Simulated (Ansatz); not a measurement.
# HfC, one cell by several methods

```
Hf C
1.0
     0.00000    2.32573    2.32573
     2.32573    0.00000    2.32573
     2.32573    2.32573    0.00000
Hf C
1 1
Direct
  0.00000 0.00000 0.00000
  0.50000 0.50000 0.50000
```

Atoms are numbered in the order listed.

Conventional cell: a = 4.651 Å, b = 4.651 Å, c = 4.651 Å, α = 90.00°, β = 90.00°, γ = 90.00°. Hf (atom 1) has 6 C at 2.33 Å as nearest neighbours. C (atom 2) is surrounded by 6 Hf at 2.33 Å.

The structure comes from a relaxation in the same program, started in the rocksalt type, and has space group Fm-3m. Whether it is a known phase or the ground state wasn't checked.

Spin–orbit coupling is left out, though it moves levels of the heavy atoms by tenths of an eV or more.

Levels of theory: DFT, PBE, PAW with Ansatz's default frozen-core files, scalar-relativistic (Ansatz 0.2.0); DFT, PBE, all-electron PAW with datasets made for the crystal, scalar-relativistic (Ansatz 0.2.0); DFT, PBE, all-electron LAPW, scalar-relativistic (Ansatz 0.2.0).

For PAW: a Γ-centred 16×16×16 k mesh, Fermi–Dirac smearing of 0.05 eV, cutoff 420 eV, no spin polarisation. The crystal-made all-electron datasets (AE datasets) take a cutoff of 400 eV at this cell. LAPW targets a basis error of 1 meV/atom. The Ansatz runs share mesh, smearing and spin set-up. Plane-wave (PAW) pressures include the program's estimate of the Pulay term.

Stress and pressure are positive in compression.

Levels count from the Fermi level.

```json
{"quantity": "pressure (GPa)", "PAW": "0.00", "AE datasets": "0.05", "LAPW": "0.06"}
{"quantity": "highest filled level at X (eV)", "PAW": "-0.072", "AE datasets": "-0.072", "LAPW": "-0.072"}
{"quantity": "lowest empty level at X (eV)", "PAW": "5.283", "AE datasets": "5.280", "LAPW": "5.280"}
{"quantity": "highest filled level at L (eV)", "PAW": "-3.008", "AE datasets": "-3.009", "LAPW": "-3.009"}
{"quantity": "lowest empty level at L (eV)", "PAW": "5.285", "AE datasets": "5.284", "LAPW": "5.284"}
{"quantity": "highest filled level at K (eV)", "PAW": "-1.640", "AE datasets": "-1.640", "LAPW": "-1.640"}
{"quantity": "lowest empty level at K (eV)", "PAW": "1.582", "AE datasets": "1.582", "LAPW": "1.581"}
```

PAW's pressure differs from the LAPW value by -0.05 GPa. Datasets made for the crystal and LAPW share parts of one code, so their agreement isn't an independent check.
